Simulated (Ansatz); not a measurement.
LaB₆:
```cif
data_B6La
_chemical_formula_sum 'La1 B6'
_space_group_name_H-M_alt 'P 1'
_space_group_IT_number 1
_cell_length_a 4.15217
_cell_length_b 4.15217
_cell_length_c 4.15217
_cell_angle_alpha 90.000
_cell_angle_beta 90.000
_cell_angle_gamma 90.000
loop_
_space_group_symop_operation_xyz
  'x, y, z'
loop_
_atom_site_label
_atom_site_type_symbol
_atom_site_fract_x
_atom_site_fract_y
_atom_site_fract_z
_atom_site_occupancy
La1 La 0.00000 0.00000 0.00000 1
B1 B 0.79998 0.50000 0.50000 1
B2 B 0.20002 0.50000 0.50000 1
B3 B 0.50000 0.79998 0.50000 1
B4 B 0.50000 0.20002 0.50000 1
B5 B 0.50000 0.50000 0.79998 1
B6 B 0.50000 0.50000 0.20002 1
```

Relaxed with r²SCAN.

Task: Which orbitals make up the states near the Fermi level in DFT-r²SCAN in the program Ansatz with PAW potentials?

Result: Within 0.5 eV of the Fermi level: B 2p 44 %, La 5d 31 %, La 4f 22 %. Projections are on Löwdin-orthogonalised atomic valence shells; empty p or d shells of many metals are not among them.

Task: Tabulate the density of states.

Result: States/eV per cell of 7 atoms, in 0.25 eV bins, energy from the Fermi level.

| E (eV) | total | La 4f | B 2p | La 5d |
|---|---|---|---|---|
| -7.85 | 0.37 | 0.00 | 0.24 | 0.03 |
| -7.60 | 0.61 | 0.00 | 0.39 | 0.04 |
| -7.35 | 1.52 | 0.01 | 1.00 | 0.09 |
| -7.10 | 1.35 | 0.01 | 0.91 | 0.10 |
| -6.85 | 1.17 | 0.01 | 0.80 | 0.09 |
| -6.60 | 1.14 | 0.01 | 0.80 | 0.09 |
| -6.35 | 1.35 | 0.01 | 0.98 | 0.11 |
| -6.10 | 1.62 | 0.01 | 1.22 | 0.14 |
| -5.85 | 2.17 | 0.02 | 1.69 | 0.19 |
| -5.60 | 2.02 | 0.02 | 1.59 | 0.14 |
| -5.35 | 2.16 | 0.03 | 1.71 | 0.14 |
| -5.10 | 2.65 | 0.02 | 2.21 | 0.15 |
| -4.85 | 3.82 | 0.04 | 3.12 | 0.34 |
| -4.60 | 3.20 | 0.04 | 2.61 | 0.34 |
| -4.35 | 3.40 | 0.05 | 2.81 | 0.32 |
| -4.10 | 2.43 | 0.04 | 2.02 | 0.22 |
| -3.85 | 2.77 | 0.05 | 2.34 | 0.22 |
| -3.60 | 3.71 | 0.08 | 3.22 | 0.21 |
| -3.35 | 3.35 | 0.07 | 3.00 | 0.15 |
| -3.10 | 3.01 | 0.07 | 2.74 | 0.10 |
| -2.85 | 1.83 | 0.04 | 1.68 | 0.06 |
| -2.60 | 0.91 | 0.03 | 0.80 | 0.05 |
| -2.35 | 0.84 | 0.04 | 0.67 | 0.11 |
| -2.10 | 0.85 | 0.03 | 0.70 | 0.10 |
| -1.85 | 0.47 | 0.03 | 0.33 | 0.11 |
| -1.60 | 0.30 | 0.02 | 0.15 | 0.13 |
| -1.35 | 0.35 | 0.03 | 0.17 | 0.15 |
| -1.10 | 0.43 | 0.04 | 0.20 | 0.18 |
| -0.85 | 0.51 | 0.05 | 0.24 | 0.20 |
| -0.60 | 0.60 | 0.08 | 0.28 | 0.23 |
| -0.35 | 0.76 | 0.12 | 0.35 | 0.27 |
| -0.10 | 0.83 | 0.17 | 0.37 | 0.26 |
| 0.15 | 0.85 | 0.20 | 0.37 | 0.26 |
| 0.40 | 1.15 | 0.31 | 0.48 | 0.32 |
| 0.65 | 1.45 | 0.48 | 0.56 | 0.35 |
| 0.90 | 1.92 | 0.81 | 0.67 | 0.37 |
| 1.15 | 2.98 | 1.57 | 0.87 | 0.39 |
| 1.40 | 3.17 | 2.03 | 0.67 | 0.34 |
| 1.65 | 3.90 | 2.81 | 0.56 | 0.40 |
| 1.90 | 13.17 | 12.04 | 0.52 | 0.46 |
| 2.15 | 24.05 | 22.56 | 0.58 | 0.72 |
| 2.40 | 6.99 | 5.48 | 0.53 | 0.84 |
| 2.65 | 4.38 | 2.29 | 0.65 | 1.23 |
| 2.90 | 4.05 | 1.13 | 0.70 | 1.91 |
| 3.15 | 3.98 | 0.68 | 0.76 | 2.18 |
| 3.40 | 4.88 | 0.49 | 0.87 | 3.05 |
| 3.65 | 4.90 | 0.37 | 1.11 | 2.98 |
| 3.90 | 4.22 | 0.25 | 1.09 | 2.39 |

Space group Pm-3m. Symmetry was held in the r²SCAN relaxation; of distortions, only those at the zone centre were tested. Spin–orbit coupling is left out wherever it is not named.

Potentials: the earlier of the program's two PAW sets.
